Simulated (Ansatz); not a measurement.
**Profile along the Al–Sc line in ScAl3 (Cu3Au type)**

ScAl₃ (Cu3Au type), conventional cell a = b = c = 4.0718 Å, α = β = γ = 90.00°. The calculation uses the primitive cell of 4 atoms, to which meshes and values per cell refer.

Fields along a shortest Al–Sc line of a {110} plane (2.88 Å), from Al to Sc, interpolated on the slice's grid (step about 0.3 Å). Level of theory: PBEsol (plane waves to 420 eV, PAW, scalar-relativistic; Ansatz, a first-principles code). k mesh 12×12×12. These are valence fields of a PAW run, semicore shells included where kept as valence: close to a nucleus they are smooth pseudo fields. ScAl3 is run without spin polarisation. ScAl3 was relaxed with its symmetry unable to fall.

```
distance from Al (Å)  valence electron density (e/Å³)  electron localisation function
--------------------  -------------------------------  ------------------------------
0.00                                             0.06                               x
0.29                                             0.07                               x
0.58                                             0.13                            0.08
0.86                                             0.21                            0.50
1.15                                             0.21                            0.57
1.44                                             0.18                            0.30
1.73                                             0.22                            0.11
2.02                                             0.79                            0.44
2.30                                             3.53                            0.74
2.59                                             6.91                               x
2.88                                             7.44                               x
```

x: too close to a nucleus for the ELF to mean much.

Density on the Al–Sc line (2.88 Å) at its density minimum, 1.5 Å from Al: 0.18 e/Å³. ELF at that point: 0.2. ELF maximum in the middle third of the Al–Sc line: 0.59, 1.1 Å from Al.
